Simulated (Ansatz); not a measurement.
# What a trial cell of Na3BPd relaxes into

Method: DFT PBE, scalar-relativistic, plane waves, PAW in Ansatz 0.2.0. Cutoff 420 eV, Gaussian smearing, Γ-centred meshes. Cell and atoms relax first on a coarse mesh and then on a finer one. In between, the cell is made exact in the group found at 0.06 Å. In metals the finer mesh still leaves noise of several meV/atom or more. The steps can't lower the symmetry of their start. No spin polarisation in the relaxation; trial moments died out in a coarse test.

Recipe of this trial structure of Na3BPd: random cell by space group and Wyckoff sites (Pmm2, No. 25). Lengths were set from tabulated atomic sizes, so they are only a guess.

Space group Pmm2 (No. 25). a = 5.170 Å, b = 5.343 Å, c = 3.383 Å, α = 90.00°, β = 90.00°, γ = 90.00°
```json
{"atom": "Na", "site": "1c", "symmetry": "mm2", "x": "0.5000", "y": "0.0000", "z": "0.7831"}
{"atom": "Na", "site": "2g", "symmetry": "m..", "x": "0.0000", "y": "0.2202", "z": "0.1270"}
{"atom": "B", "site": "1d", "symmetry": "mm2", "x": "0.5000", "y": "0.5000", "z": "0.4227"}
{"atom": "Pd", "site": "1d", "symmetry": "mm2", "x": "0.5000", "y": "0.5000", "z": "0.9598"}
```

Formation energies are uncorrected and refer to the elements' standard structures at the same level.

Problem. Describe the relaxed structure.

Solution. The symmetry stays Pmm2 (No. 25). At a tolerance of 0.15 Å it has Pmmm, and so small a departure can be an unfinished slide or mesh noise. The volume per atom grows by 26.9 %, from 18.7 to 23.7 Å³. The shortest distance goes from 1.57 Å (B–Pd) to 1.99 Å (B–Pd). The energy falls by about 0.74 eV/atom (the start's value is from the coarse mesh). The end is written in a standard setting, so origin, axes and order of atoms can differ from the start's. Conventional cell: a = 4.802 Å, b = 6.190 Å, c = 3.991 Å. Na on a site of symmetry mm2 is surrounded by 2 Pd at 3.10 Å, 8 Na at 3.57 Å, 4 B at 3.65–3.72 Å and 2 Na at 3.99 Å; around Na on a site of symmetry m lie 1 Na at 2.72 Å, 2 B at 2.76 Å, 4 Pd at 3.37–3.44 Å and 5 Na at 3.47–3.57 Å; around B lie 2 Pd at 1.99–2.00 Å, 4 Na at 2.76 Å and 4 Na at 3.65–3.72 Å; Pd has 2 B at 1.99–2.00 Å, 2 Na at 3.10 Å and 8 Na at 3.37–3.44 Å.

```cif
data_structure
_symmetry_space_group_name_H-M 'Pmm2'
_symmetry_Int_Tables_number 25
_cell_length_a 4.8020
_cell_length_b 6.1898
_cell_length_c 3.9908
_cell_angle_alpha 90.000
_cell_angle_beta 90.000
_cell_angle_gamma 90.000
_cell_volume 118.62
loop_
_atom_site_label
_atom_site_type_symbol
_atom_site_symmetry_multiplicity
_atom_site_Wyckoff_symbol
_atom_site_fract_x
_atom_site_fract_y
_atom_site_fract_z
_atom_site_occupancy
Na1 Na 1 c 0.50000 0.00000 0.77638 1
Na2 Na 2 g 0.00000 0.28014 0.27789 1
B1 B 1 d 0.50000 0.50000 0.29388 1
Pd1 Pd 1 d 0.50000 0.50000 0.79360 1
```

Problem. Give its energy and gap.

Solution. The formation energy is +0.20 eV/atom. The gap on the 8×6×10 mesh of the 5-atom cell is 0 eV (a metal).

It can't be a ground state, since the elements alone are lower.

The last run used Gaussian smearing of 0.10 eV. A later test with randomly moved atoms led to a structure 48 meV/atom lower, so this end is a saddle point or a shallow minimum. In all, the 3 runs took 2.9 min on 1 thread of Intel(R) Xeon(R) Platinum 8488C (Sapphire Rapids), on a shared host.
